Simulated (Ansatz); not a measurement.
MgO in space group P3m1 (No. 156; Pearson symbol hP12), PBEsol (plane waves, PAW; program Ansatz). The conduction-band minimum lies at Γ, with 1 equivalent valley. Second derivatives d²E/dk² of the lowest band at one valley (eV·Å²), along Cartesian directions:…

```
direction  d²E/dk²
---------  -------
[100]        22.69
[010]        22.69
[001]        22.92
[110]        22.69
[101]        22.81
[011]        22.81
```

**Question.** Find the principal effective masses, the density-of-states mass and the conductivity mass.

**Answer.** Off-diagonal terms follow from H_xy = H[110] − (H_xx + H_yy)/2, and m*/mₑ = 7.620 eV·Å² over each eigenvalue: 0.33, 0.34, 0.34. One valley's DOS mass (m₁m₂m₃)^(1/3) = 0.33, conductivity mass 3/(Σ 1/mᵢ) = 0.33 mₑ.

**Question.** What effective density of states Nc follows at 300 K for parabolic valleys?

**Answer.** Nc = 2.509e19 × 1 × (0.33)^(3/2) ≈ 4.8e18 cm⁻³.

**Question.** With the computed static dielectric constant 6.04 (mean of the diagonal), estimate a hydrogenic donor's binding energy and radius.

**Answer.** E = 13.606 eV × 0.33/6.04² ≈ 120 meV; a = 0.529 Å × ε/m* ≈ 9.7 Å. Semilocal masses tend to be too small when the gap is underestimated.

The first step of the workflow began from a Materials Project structure, measured or hypothetical; the Crystallography Open Database copy checked does not list it. It is not the phase usual at ambient conditions (space group No. 225). The cell was relaxed with PBEsol under the symmetry of its start; whether a distortion lowers the energy is not shown.

Potentials: the earlier of the program's two PAW sets. The files were generated under PBE; for other functionals the program regenerates the frozen cores, and for LDA and PBEsol the local potential too.
